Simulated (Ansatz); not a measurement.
V (bcc, W type) is sheared across one {211} plane: the third cell vector gains the shift, so faults repeat every 7.2 Å. The cut lies between planes 1.21 Å apart; the cell height is held.

```
CELL_PARAMETERS angstrom
      2.56255     0.00000     0.00000
      0.00000     4.18463     0.00000
      0.00000     0.00000     7.24799
ATOMIC_POSITIONS crystal
  V  0.00000 0.00000 0.91667
  V  0.66667 0.50000 0.08333
  V  0.33333 0.00000 0.25000
  V  0.00000 0.50000 0.41667
  V  0.66667 0.00000 0.58333
  V  0.33333 0.50000 0.75000
```

In-plane vectors a = (2.563, 0.000) Å, b = (0.000, 4.185) Å, area 10.72 Å². The shift is s times the vector a (length 2.563 Å), so s = 1 restores the start. Atoms relax along the normal only. γ = [E(shift) − E(0)] / area.

The numbers are results of PBEsol (plane waves to 420 eV, PAW, scalar-relativistic; Ansatz, a first-principles code), not measurements. k mesh 15×9×6 (Γ-centred), Fermi-Dirac smearing 0.05 eV. Energies are extrapolated to zero smearing. With partly filled bands, the k mesh leaves noise in γ, roughly 0.02 J/m² as judged from a few cases. Faults lie only 7.2 Å apart, and holding the cell height raises γ above its relaxed value. The PAW data are Ansatz's earlier set. V is run without spin polarisation. V was relaxed with its symmetry unable to fall. The zero of γ is zero shift. The last digit holds for this mesh only.

```json
[
 {"s": "0.000", "γ (J/m²)": "0.00"},
 {"s": "0.083", "γ (J/m²)": "0.08"},
 {"s": "0.167", "γ (J/m²)": "0.28"},
 {"s": "0.250", "γ (J/m²)": "0.53"},
 {"s": "0.333", "γ (J/m²)": "withheld"},
 {"s": "0.417", "γ (J/m²)": "0.84"},
 {"s": "0.500", "γ (J/m²)": "0.87"},
 {"s": "0.583", "γ (J/m²)": "0.80"},
 {"s": "0.667", "γ (J/m²)": "0.68"},
 {"s": "0.750", "γ (J/m²)": "0.50"},
 {"s": "0.833", "γ (J/m²)": "0.28"},
 {"s": "0.917", "γ (J/m²)": "0.08"}
]
```

### Question
Fit a Fourier form (three harmonics of 1 − cos and sin) to the given rows and predict γ at s = 0.333.

### Answer
Least squares on the 11 given rows: γ = (0.429)·[1 − cos(2πs)] + (0.015)·sin(2πs) + (0.040)·[1 − cos(4πs)] + (-0.013)·sin(4πs) + (0.003)·[1 − cos(6πs)], in J/m²; root-mean-square residual 0.003 J/m². At 0.333 the fit gives 0.73 J/m²; the calculation gives 0.71 J/m², so the interpolation is off by 0.02 (+2.8 %). 

(The slope of γ gives the shear force per area between the displaced halves; near zero shift its curvature is an elastic stiffness.)
